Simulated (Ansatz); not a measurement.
Re:
```
CELL_PARAMETERS angstrom
      2.75099     0.00000     0.00000
     -1.37549     2.38242     0.00000
      0.00000     0.00000     4.44162
ATOMIC_POSITIONS crystal
  Re 0.33333 0.66667 0.75000
  Re 0.66667 0.33333 0.25000
```

Relaxed with PBEsol. Special points in fractions of this cell's reciprocal vectors: Γ (0.000, 0.000, 0.000); M (0.500, 0.000, 0.000); K (0.333, 0.333, 0.000); A (0.000, 0.000, 0.500); L (0.500, 0.000, 0.500); H (0.333, 0.333, 0.500).

Task: List the band energies nearest the Fermi level at these points for the program Ansatz at the PBEsol level (PAW).

Result: In eV from the Fermi level; about four levels below and three above (degenerate sets whole), none deeper than 8.9 eV; … stands for higher levels left out; points with the same levels are listed once.

```
k                          below                above
-  -----------------------------  -------------------
Γ  -1.60 -1.60 -1.60 -0.75 -0.75       0.20 0.20 0.65
M        -1.97 -1.72 -1.38 -0.59       4.07 4.49 4.62
K        -3.39 -2.15 -2.15 -0.02       3.10 3.10 3.59
A        -1.73 -1.73 -1.73 -1.73                    …
L        -6.37 -6.37 -4.15 -4.15  0.40 0.40 0.95 0.95
H        -3.78 -3.78 -2.16 -2.16  0.07 0.07 3.42 3.42
```

Space group P6_3/mmc (hcp (Mg type)). The cell was relaxed with PBEsol under the symmetry of its start. The run is not spin-polarised. Spin–orbit coupling is left out wherever it is not named.

Potentials: the later of the program's two PAW sets.
